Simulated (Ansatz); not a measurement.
AlGaAs$_{2}$:
```xyz
4
Lattice="4.0108 0.0000 0.0000 0.0000 4.0108 0.0000 0.0000 0.0000 5.6596" Properties=species:S:1:pos:R:3 pbc="T T T"
Ga     0.0000     0.0000     0.0000
As     2.0054     0.0000     1.4162
Al     2.0054     2.0054     2.8298
As     0.0000     2.0054     4.2433
```

Relaxed with PBEsol. Special points in fractions of this cell's reciprocal vectors: Γ (0.000, 0.000, 0.000); X (0.000, 0.500, 0.000); M (0.500, 0.500, 0.000); Z (0.000, 0.000, 0.500); R (0.000, 0.500, 0.500); A (0.500, 0.500, 0.500).

Problem. List the band energies nearest the valence-band maximum at these points for PBEsol (plane waves, PAW; program Ansatz).

Solution. In eV from the valence-band maximum; about four levels below and three above (degenerate sets whole), none deeper than 8.9 eV; points with the same levels are listed once.

```csv
k,below,above
Γ,-2.42 -2.42 -0.04 0.00 0.00,1.01 1.41 2.08
X,-3.12 -3.11 -1.07 -1.04,2.86 3.13 5.55
M,-2.43 -2.41 -2.41 -2.38,1.36 1.36 1.44
Z,-1.62 -1.62 -1.40 -1.40,1.98 2.38 3.43
R,-1.01 -1.01 -0.94 -0.92,1.02 1.99 4.46 4.46
A,-3.44 -3.27 -3.08 -3.08,4.40 4.40 4.80
```

Space group P-4m2. The start of the workflow was typed in or built on a structure type; neither database checked (COD, Materials Project) lists it. Whether it is the stable phase at ambient conditions was not checked. Symmetry was held in the PBEsol relaxation; whether a distortion lowers the energy is not shown. Spin–orbit coupling is left out wherever it is not named.

Potentials: the earlier of the program's two PAW sets. The files were generated under PBE; for other functionals the program regenerates the frozen cores, and for LDA and PBEsol the local potential too.
